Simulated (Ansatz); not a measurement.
Data:

AlGa3N4:
```yaml
crystal:
  lattice:
    - [4.46763, 0.00000, 0.00000]
    - [0.00000, 4.46763, 0.00000]
    - [0.00000, 0.00000, 4.46763]
  atoms:
    - { symbol: Al, position: [0.00000, 0.00000, 0.00000] }
    - { symbol: Ga, position: [0.50000, 0.50000, 0.00000] }
    - { symbol: Ga, position: [0.00000, 0.50000, 0.50000] }
    - { symbol: Ga, position: [0.50000, 0.00000, 0.50000] }
    - { symbol: N, position: [0.75503, 0.75503, 0.24497] }
    - { symbol: N, position: [0.75503, 0.24497, 0.75503] }
    - { symbol: N, position: [0.24497, 0.24497, 0.24497] }
    - { symbol: N, position: [0.24497, 0.75503, 0.75503] }
```

This is the PBEsol-relaxed structure. Cartesian axes are those of the cell as given.

Problem. All from PBEsol (plane waves, PAW; program Ansatz), unless another level is named. Estimate the Hill bulk and shear moduli.

Solution. 192 and 108 GPa.

Problem. Predict the piezoelectric stress constants (proper, relaxed ions, C/m²).

Solution. e14 = e25 = e36 = 0.42.

Problem. What about the highest zone-centre frequency (without LO–TO term)?

Solution. 692 cm⁻¹.

Problem. Give the elastic constants (relaxed ions, GPa).

Solution. C11 = 275, C12 = 150, C44 = 157.

Space group P-43m. The first step of the workflow began from a Materials Project structure, measured or hypothetical; the Crystallography Open Database copy checked does not list it. With Al and Ga taken as one species the cell has the higher symmetry F-43m, so it may be an ordered model of a mixed-site phase. Whether it is the stable phase at ambient conditions was not checked. The cell was relaxed with PBEsol under the symmetry of its start; of distortions, only those at the zone centre were tested.

Potentials: the later of the program's two PAW sets.
